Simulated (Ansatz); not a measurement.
MgS:
Space group Fm-3m (No. 225); a = 5.230 Å, b = 5.230 Å, c = 5.230 Å, α = 90.00°, β = 90.00°, γ = 90.00°

```json
[
 {"atom": "Mg", "site": "4a", "symmetry": "m-3m", "x": "0.0000", "y": "0.0000", "z": "0.0000"},
 {"atom": "S", "site": "4b", "symmetry": "m-3m", "x": "0.5000", "y": "0.5000", "z": "0.5000"}
]
```
(The calculation used a cell of 2 atoms; values per cell refer to that cell.)

Relaxed with PBE.

Question: Which orbitals make up the states near the band edges in PBE (plane waves, PAW; program Ansatz)?

Answer: Top 1 eV of the valence band: S 3p 97 %. Bottom 1 eV of the conduction band: Mg 3s 75 %, S 3p 7 %, outside the projected shells 14 %. Projections are on Löwdin-orthogonalised atomic valence shells; empty p or d shells of many metals are not among them.

Question: Tabulate the density of states.

Answer: States/eV per cell of 2 atoms, in 0.25 eV bins, energy from the valence-band maximum.

```csv
E (eV),total,S 3p,Mg 3s,S 3s
-7.85,0.00,0.00,0.00,0.00
-7.60,0.00,0.00,0.00,0.00
-7.35,0.00,0.00,0.00,0.00
-7.10,0.00,0.00,0.00,0.00
-6.85,0.00,0.00,0.00,0.00
-6.60,0.00,0.00,0.00,0.00
-6.35,0.00,0.00,0.00,0.00
-6.10,0.00,0.00,0.00,0.00
-5.85,0.00,0.00,0.00,0.00
-5.60,0.00,0.00,0.00,0.00
-5.35,0.00,0.00,0.00,0.00
-5.10,0.00,0.00,0.00,0.00
-4.85,0.00,0.00,0.00,0.00
-4.60,0.26,0.19,0.07,0.00
-4.35,0.57,0.43,0.13,0.01
-4.10,0.96,0.75,0.18,0.02
-3.85,2.33,1.95,0.30,0.05
-3.60,1.70,1.40,0.21,0.06
-3.35,0.63,0.50,0.08,0.04
-3.10,0.66,0.54,0.07,0.04
-2.85,0.91,0.80,0.06,0.03
-2.60,0.97,0.86,0.05,0.03
-2.35,1.00,0.91,0.04,0.02
-2.10,1.15,1.04,0.05,0.02
-1.85,1.43,1.32,0.06,0.01
-1.60,1.94,1.82,0.05,0.01
-1.35,1.99,1.89,0.03,0.01
-1.10,2.02,1.93,0.02,0.01
-0.85,2.07,2.00,0.01,0.00
-0.60,1.91,1.86,0.00,0.00
-0.35,1.06,1.04,0.00,0.00
-0.10,0.44,0.43,0.00,0.00
0.15,0.00,0.00,0.00,0.00
0.40,0.00,0.00,0.00,0.00
0.65,0.00,0.00,0.00,0.00
0.90,0.00,0.00,0.00,0.00
1.15,0.00,0.00,0.00,0.00
1.40,0.00,0.00,0.00,0.00
1.65,0.00,0.00,0.00,0.00
1.90,0.00,0.00,0.00,0.00
2.15,0.00,0.00,0.00,0.00
2.40,0.00,0.00,0.00,0.00
2.65,0.00,0.00,0.00,0.00
2.90,0.04,0.00,0.03,0.00
3.15,0.11,0.01,0.09,0.01
3.40,0.18,0.01,0.13,0.01
3.65,0.24,0.02,0.17,0.01
3.90,0.33,0.03,0.21,0.02
4.15,0.42,0.04,0.25,0.02
4.40,0.53,0.06,0.28,0.03
4.65,0.82,0.08,0.33,0.04
4.90,1.32,0.12,0.45,0.06
5.15,1.99,0.19,0.63,0.08
5.40,1.75,0.16,0.47,0.09
5.65,0.83,0.05,0.14,0.03
5.90,0.63,0.04,0.08,0.02
6.15,0.84,0.04,0.09,0.01
6.40,1.71,0.08,0.14,0.01
6.65,1.50,0.07,0.13,0.01
6.90,1.25,0.06,0.13,0.01
7.15,1.29,0.05,0.10,0.01
7.40,1.47,0.05,0.09,0.01
7.65,1.66,0.06,0.09,0.02
```

The PBE relaxation kept the symmetry of its start.

Potentials: the later of the program's two PAW sets.
